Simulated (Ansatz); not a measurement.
BeS (zinc blende)

```
CELL_PARAMETERS angstrom
      0.00000     2.43799     2.43799
      2.43799     0.00000     2.43799
      2.43799     2.43799     0.00000
ATOMIC_POSITIONS crystal
  S  0.75000 0.75000 0.75000
  Be 0.00000 0.00000 0.00000
```

The volume is varied about the relaxed value V₀ at fixed cell shape. Symmetry pins the atoms to their sites.

Method: PBE (plane waves to 420 eV, PAW, scalar-relativistic; Ansatz, a quantum-chemistry and plane-wave program). k mesh 12×12×12 (Γ-centred), Fermi-Dirac smearing 0.05 eV. The energy includes the smearing's −TS. Stress and pressure are positive under compression. BeS was relaxed with its symmetry unable to fall. ΔE is measured from the relaxed starting cell.

```
V (Å³/atom)  ΔE (meV/atom)
-----------  -------------
13.042                49.7
13.404                26.8
13.766                11.4
14.129                 2.7
14.491                 0.0
14.853            withheld
15.215                 9.7
15.578                21.0
15.940                36.0
```

Problem. Fit a third-order Birch-Murnaghan form (E₀, V₀, B₀, B₀′ free) to the given rows and predict ΔE at V = 14.853.

Solution. Least squares on the 8 given rows: ΔE = E₀ + (9V₀B₀/16)·y²·[2 + (B₀′ − 4)y], y = (V₀/V)^(2/3) − 1, with V₀ = 14.491 Å³/atom, B₀ = 92.88 GPa (160.2 GPa = 1 eV/Å³; the term in eV is multiplied by 1000), B₀′ = 3.82, E₀ = -0.01 meV/atom; root-mean-square residual 0.02 meV/atom. At 14.853 the fit gives 2.5 meV/atom; the calculation gives 2.5 meV/atom, the same to the digits shown. For the pressure the fit gives -2.2 GPa against the computed -2.2 GPa.

(A scan under strain: stresses follow from slopes of the energy per volume, elastic moduli from its curvatures.)
